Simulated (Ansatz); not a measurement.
A plane-wave DFT run in Ansatz 0.2.0 (scalar-relativistic PAW potentials unless the input names others): input and command.

```yaml
crystal:
  lattice:
    - [3.0508354102, 0.0, 0.0]
    - [-1.5254177051, 2.5651465708, 0.0]
    - [0.0, 0.0, 8.1933817783]
  atoms:
    - { symbol: Ca, position: [0.0, 0.0, 0.0] }
    - { symbol: Ca, position: [0.0, 0.0, 0.5] }
    - { symbol: B, position: [0.6666666667, 0.3333333333, 0.25] }
    - { symbol: B, position: [0.3333333333, 0.6666666667, 0.75] }
    - { symbol: C, position: [0.6666666667, 0.3333333333, 0.75] }
    - { symbol: C, position: [0.3333333333, 0.6666666667, 0.25] }
basis:
  ecutwfc: 420
kpoints:
  mp_grid: { grid: [18, 18, 6] }
  KSPACING: 400
hamiltonian:
  xc: pbe
scf:
  occupations: { method: gaussian, width: 0.15 }
  max_iter: 60
output:
  forces: true
  eigenvalues: true
  stress: true
```

```bash
ansatz run input.yaml --threads 1 --pin off --max-ram 2560MiB --backend cpu --events-out ev --progress --plain --runs-dir out
```

Q: What is wrong with this input?

A: The program refuses it, because of a keyword of another program (kpoints.KSPACING: not typed → 400). Without that key it is accepted.

Abridged log:
```
Error: YAML parse error: error: line 17 column 3: unknown field `KSPACING`, expected one of mp_grid, list, band_path, initial_grid, further_shifts
  --> <input>:17:3
   |
15 | kpoints:
16 |   mp_grid: { grid: [18, 18, 6] }
17 |   KSPACING: 400
   |   ^ unknown field `KSPACING`, expected one of mp_grid, list, band_path, initial_grid, further_shifts
18 | hamiltonian:
19 |   xc: pbe
   |
```